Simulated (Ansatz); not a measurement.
# Kick test of a cell of Si4B

It was reached by relaxing an invented guess, and it needn't be the stable form of this composition.

The calculation used DFT PBE, scalar-relativistic, plane waves, PAW (Ansatz). Settings: cutoff 420 eV, Γ-centred mesh 8×8×8 on the computed 10-atom cell, Gaussian smearing of 0.10 eV; no spin polarisation.

The cell below (10 atoms, space group I4_1/a (No. 88)) is relaxed within its symmetry.

```
Si B
1.0
    -4.08073    4.08073    2.55715
     4.08073   -4.08073    2.55715
     4.08073    4.08073   -2.55715
Si B
8 2
Direct
  0.31369 0.40861 0.27470
  0.43631 0.84139 0.22530
  0.13391 0.03899 0.72530
  0.15861 0.38391 0.59492
  0.96101 0.68631 0.09492
  0.61609 0.21101 0.77470
  0.78899 0.56369 0.40508
  0.59139 0.86609 0.90508
  0.00000 0.00000 0.00000
  0.75000 0.25000 0.50000
```

For the test it was strained at random (σ = 1.5 % a component), the atoms were moved at random (σ = 0.15 Å), and all was relaxed again on a coarse 6×6×6 mesh (in the run’s order of axes) with 0.20 eV smearing, with no symmetry imposed.

**Question.** What happens?

**Answer.** It returns, within 1 meV/atom of the unmoved cell on that mesh and with the same symmetry when read at 0.1 Å (C2/c at 0.01 Å, so small strains and shifts remain). No instability shows in this cell; modes of other wave vectors, which need another repeat, aren't tested.
